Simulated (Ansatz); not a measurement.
Theory: DFT PBE, scalar-relativistic, plane waves, PAW in Ansatz 0.2.0. Cutoff 420 eV, Γ-centred meshes of about 0.25 Å⁻¹ or finer for metals and 0.3 Å⁻¹ for insulators (2π included), Gaussian smearing. No spin polarisation.

Relaxed structures of Cd3S5, with energies over the first row. Coordination counts S atoms around Cd (those within 1.25 times the shortest such distance or 1.15 times the sum of covalent radii; a plus sign parts nearer from farther groups; a slash parts the counts of unlike sites).

| # | form | sites | V (Å³/atom) | coordination | ΔE (meV/atom) |
| --- | --- | --- | --- | --- | --- |
| 1 | P-62m | Cd 3g; S 4h, 1b | 27.2 | Cd 1+4 | 0 |
| 2 | I4/mmm | Cd 2a, 4e; S 4e, 4e, 2b | 20.6 | Cd 5+1/6 | 69 |

A further structure, relaxed alike:

```
Cd S
1.0
     4.10338    0.00000    0.00000
    -2.05169    3.55363    0.00000
     0.00000    0.00000   12.49201
Cd S
3 5
Direct
  0.66667 0.33333 0.87576
  0.33333 0.66667 0.12424
  0.00000 0.00000 0.50000
  0.66667 0.33333 0.22662
  0.66667 0.33333 0.39464
  0.33333 0.66667 0.77338
  0.33333 0.66667 0.60537
  0.00000 0.00000 0.00000
```

Question: Where does it fall in the ranking, and at what energy?

Answer: It is the lowest, 82 meV/atom below row 1, with space group P-3m1 (No. 164) and 22.8 Å³/atom. Counting S atoms around Cd, this cell has Cd 6 and row 1 has Cd 1+4. This cell and row 1 both hold S–S pairs. Around Cd on a site of symmetry 3m lie 6 S at 2.69–2.83 Å; Cd on a site of symmetry -3m has 6 S at 2.71 Å; S on a site of symmetry 3m has 1 S at 2.10 Å and 3 Cd at 2.69 Å; around S on a second site of symmetry 3m lie 1 S at 2.10 Å and 3 Cd at 2.71 Å; 1 more site not described.

With atoms moved at random, row 1 (by 29 meV/atom) and the further cell (by 9 meV/atom) fell into a lower structure. Row 2 had no clear such test and can be a saddle point. Some candidate types were left out of the draw beforehand, so a known form may be missing.
